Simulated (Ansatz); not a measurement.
## Two states of BaNiSbF

```xyz
8
Lattice="4.3921 0.0000 0.0000 0.0000 4.3921 0.0000 0.0000 0.0000 9.6770" Properties=species:S:1:pos:R:3 pbc="T T T"
Ba    3.2941    3.2941    3.3946
Ba    1.0980    1.0980    6.2824
F     1.0980    3.2941    4.8385
F     3.2941    1.0980    4.8385
Ni    1.0980    3.2941    0.0000
Ni    3.2941    1.0980    0.0000
Sb    1.0980    1.0980    1.6068
Sb    3.2941    3.2941    8.0702
```

Method: r2SCAN; PAW, plane waves to 500 eV, 6×6×3 Γ-centred mesh, fermi-dirac occupations (width 0.1 eV) (Ansatz 0.2.0), atoms fixed.

State A: Ni5 up, Ni6 up (collinear spin). State B: no moments (no spin polarisation).

Which state is lower, and how do they differ?

They are level within 1 meV an atom.

| state | free energy (meV/atom) | largest moment in a small sphere (μB) | net moment (μB/cell) | gap on mesh (eV) | pressure (GPa) | largest force (eV/Å) |
| --- | --- | --- | --- | --- | --- | --- |
| A | 0.6 | 0.68 | 1.73 | metal | -4.0 | 2.02 |
| B | 0.0 | 0.00 | 0.00 | metal | -4.4 | 2.34 |

Origin: a known structure type with other elements, at an estimated volume, so it need not be a known compound. Caveats: semilocal functionals often miss the gap of such magnets; atoms or cell far from equilibrium; no spin polarisation, so a magnetic state may lie lower.
